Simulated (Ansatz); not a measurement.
Al in space group P-3m1 (No. 164; Pearson symbol hP11) at seven volumes, the program Ansatz at the r²SCAN level (PAW), shape and atoms relaxed at each. One row is withheld.

```tsv
V (Å³/atom)	P (GPa)
14.503	10.66
14.981	6.53
15.459	3.00
15.937	0.00
16.415	?
16.893	-4.69
17.371	-6.51
```

Question: Fit the shown pressures and predict the withheld one.

Answer: P = (3/2)B₀(x^(7/2) − x^(5/2))[1 + (3/4)(B′ − 4)(x − 1)] with x = (V₀/V)^(2/3). Least squares on the six rows gives V₀ = 15.939 Å³/atom, B₀ = 91.6 GPa, B′ = 4.43. At V = 16.415, x = 0.9806 and P = -2.53 GPa. The run itself gave -2.54 GPa.

The start of the workflow was typed in or built on a structure type; neither database checked (COD, Materials Project) lists it. It is not the phase usual at ambient conditions (space group No. 225). The cell was relaxed with r²SCAN under the symmetry of its start; whether a distortion lowers the energy is not shown.

Potentials: the earlier of the program's two PAW sets.
